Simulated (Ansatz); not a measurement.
One atom moved along a line in Ta$_{2}$O$_{5}$

The calculation used Ansatz, DFT r2SCAN, scalar-relativistic, plane waves, PAW. The runs took a 500 eV cutoff, a Γ-centred 6×6×6 mesh and Gaussian smearing (0.05 eV). Spin–orbit coupling is left out, which can shift energies with elements as heavy as these. No spin polarisation. Energies are free energies at this smearing, counted from the undisturbed cell; pressure is positive in compression.

Reference structure (relaxed at this level; it needn't be the usual structure):

```
Ta O
1.0
     3.01406   -2.56465    0.00805
     3.01406    2.56465    0.00805
    -2.74061    0.00000    5.07492
Ta O
2 5
Direct
  0.22831 0.15303 0.29378
  0.84697 0.77169 0.70622
  0.63309 0.21680 0.64782
  0.23643 0.11382 0.95965
  0.27683 0.72317 0.50000
  0.88618 0.76357 0.04035
  0.78320 0.36691 0.35218
```

Atom 5 (O) is moved by x along the Cartesian unit vector (-0.607, -0.625, -0.491); the cell and all other atoms stay fixed.

| x (Å) | ΔE (meV/cell) | force along x on the moved atoms (eV/Å) | pressure (GPa) |
| --- | --- | --- | --- |
| -0.1000 | 79.2 | 1.55 | -0.5 |
| -0.0667 | 35.8 | 1.06 | -0.4 |
| -0.0333 | 9.1 | 0.54 | -0.3 |
| 0.0000 | 0.0 | 0.00 | 0.0 |
| 0.0167 | 2.4 | -0.28 | 0.2 |
| 0.0333 | 9.5 | -0.57 | 0.4 |
| 0.0500 | 21.6 | -0.88 | 0.6 |
| 0.0667 | 38.8 | -1.19 | 0.8 |
| 0.0833 | 61.1 | -1.51 | 1.1 |
| 0.1000 | 89.1 | -1.84 | 1.4 |